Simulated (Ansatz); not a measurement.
NiSi2 (fluorite type, space group Fm-3m)

```
CELL_PARAMETERS angstrom
      0.00000     2.69483     2.69483
      2.69483     0.00000     2.69483
      2.69483     2.69483     0.00000
ATOMIC_POSITIONS crystal
  Ni 0.00000 0.00000 0.00000
  Si 0.25000 0.25000 0.25000
  Si 0.75000 0.75000 0.75000
```

Two-dimensional scan of atom 2 (Si, nearest neighbour Ni at 2.334 Å; its periodic images, 3.8 Å or more away, move with it): u runs along (1.000, 0.000, 0.000), v along (0.000, 1.000, 0.000) (Cartesian). Cell and other atoms are fixed.

Computed with r2SCAN (plane waves to 500 eV, PAW, scalar-relativistic; Ansatz, a program for electronic structure). k mesh 12×12×12 (Γ-centred), Fermi-Dirac smearing 0.05 eV. E stands for the smeared free energy. With partly filled bands, energies and forces of such displacements shift with the k mesh and the smearing. On this mesh the relaxed cell isn't quite at rest: it carries a pressure of -0.3 GPa (compression positive) at the zero of the scan. NiSi2 is run without spin polarisation. NiSi2 was relaxed with its symmetry unable to fall. The PAW data are Ansatz's earlier set. The last digit holds for this mesh only.

Changes of ΔE (eV/cell) from the point u = 0.000 Å, v = 0.000 Å when one coordinate moves alone (two changes are said to add if the coupling is within 5 % of the smaller one, nearly so within 20 %):

| point | change |
|---|---|
| u = 0.000 Å, v = -0.350 Å | 0.5397 |
| u = 0.000 Å, v = -0.175 Å | 0.1310 |
| u = -0.350 Å, v = 0.000 Å | 0.5397 |
| u = -0.175 Å, v = 0.000 Å | 0.1310 |
| u = 0.175 Å, v = 0.000 Å | 0.1310 |
| u = 0.350 Å, v = 0.000 Å | 0.5397 |
| u = 0.000 Å, v = 0.175 Å | 0.1310 |
| u = 0.000 Å, v = 0.350 Å | 0.5397 |

Task: What is the change at u = -0.350 Å, v = -0.175 Å, where both move, and how far is it from the sum?

Result: The sum of the single changes is 0.5397 + (0.1310) = 0.6707; the calculation gives 0.6885, so the coupling contributes 0.0178 (under 20 % of the smaller single change, nearly additive).

Task: Do the two effects add at u = 0.350 Å, v = 0.350 Å? Give the computed change.

Result: The sum of the single changes is 0.5397 + (0.5397) = 1.0794; the calculation gives 1.1478, so the coupling contributes 0.0684 (under 20 % of the smaller single change, nearly additive).

Task: What is the change at u = 0.175 Å, v = 0.175 Å, where both move, and how far is it from the sum?

Result: The sum of the single changes is 0.1310 + (0.1310) = 0.2620; the calculation gives 0.2664, so they add (within 5 % of the smaller single change).

(A displaced cell: forces are minus the slopes of the energy, force constants its curvatures, and phonons follow from these.)
